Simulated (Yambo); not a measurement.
Yambo input for Rb2SiF6 (space group Fm-3m, No. 225) (a = 5.907 Å, b = 5.907 Å, c = 5.907 Å, α = 60.00°, β = 60.00°, γ = 60.00°), on PBEsol (pw.x of Quantum ESPRESSO, ONCV potentials, no spin-orbit coupling) wavefunctions on a 4×4×4 mesh:

```
optics
chi
dipoles
kernel
FFTGvecs= 40 Ry
Chimod= "HARTREE"
NGsBlkXd= 3 Ry
% QpntsRXd
 1 | 1 |
%
% BndsRnXd
 1 | 115 |
%
GrFnTpXd= "R"
% EnRngeXd
 0.0 | 20.0 | eV
%
% DmRngeXd
 0.2 | 0.2 | eV
%
CGrdSpXd= 50
ETStpsXd= 161
% LongDrXd
 1.0 | 0.0 | 0.0 |
%
```

First lines of the file o-*.eps_q1_inv_rpa_dyson:

```
Absorption @ Q(1):   1.00000000     0.00000000     0.00000000    [q->0 direction]
#
# [ X ] Hartree size     :   89
# [GEN] GF Energies     : Perdew, Burke & Ernzerhof SOL(X)+Perdew, Burke & Ernzerhof SOL(C)
# [GEN] Green`s Function     : Retarded
#
# [GEN] Gauge     : Length
# [GEN] [r,Vnl] included     : yes
#
#    E[1] [eV]     Im(eps)     Re(eps)     Im(eps_o)     Re(eps_o)
#
     0.000000     -0.51008E-09     1.895418     -0.24692E-18     2.081110
     0.125000     0.187832E-3     1.895477     0.235074E-3     2.081183
     0.250000     0.375894E-3     1.895652     0.470422E-3     2.081403
     0.375000     0.564412E-3     1.895946     0.706318E-3     2.081771
     0.500000     0.753620E-3     1.896357     0.943039E-3     2.082286
     0.625000     0.943750E-3     1.896887     0.001181     2.082949
     0.750000     0.001135     1.897536     0.001420     2.083760
     0.875000     0.001328     1.898305     0.001661     2.084722
     1.000000     0.001522     1.899194     0.001904     2.085835
     1.125000     0.001718     1.900206     0.002149     2.087100
     1.250000     0.001917     1.901340     0.002397     2.088519
     1.375000     0.002118     1.902600     0.002647     2.090093
     1.500000     0.002321     1.903985     0.002901     2.091825
     1.625000     0.002528     1.905498     0.003159     2.093717
     1.750000     0.002738     1.907142     0.003420     2.095770
     1.875000     0.002951     1.908917     0.003686     2.097988
     2.000000     0.003169     1.910827     0.003957     2.100374
     2.125000     0.003391     1.912875     0.004232     2.102930
     2.250000     0.003617     1.915062     0.004514     2.105659
     2.375000     0.003849     1.917392     0.004801     2.108566
     2.500000     0.004086     1.919868     0.005095     2.111655
     2.625000     0.004329     1.922494     0.005396     2.114929
     2.750000     0.004579     1.925274     0.005705     2.118393
     2.875000     0.004836     1.928212     0.006022     2.122053
     3.000000     0.005100     1.931313     0.006348     2.125913
     3.125000     0.005373     1.934580     0.006684     2.129979
     3.250000     0.005654     1.938021     0.007030     2.134259
     3.375000     0.005945     1.941640     0.007387     2.138757
     3.500000     0.006246     1.945443     0.007757     2.143482
     3.625000     0.006559     1.949438     0.008140     2.148442
     3.750000     0.006884     1.953632     0.008537     2.153645
     3.875000     0.007221     1.958032     0.008949     2.159100
     4.000000     0.007574     1.962646     0.009379     2.164817
```
(The file goes on to the top of the energy range.) Convergence of the RPA response with its 4×4×4 mesh was not tested.

Geometry of the Materials Project entry, not relaxed at this level.

The structure is a Materials Project entry; no match was found in the copy of COD used, and its stability was not checked.
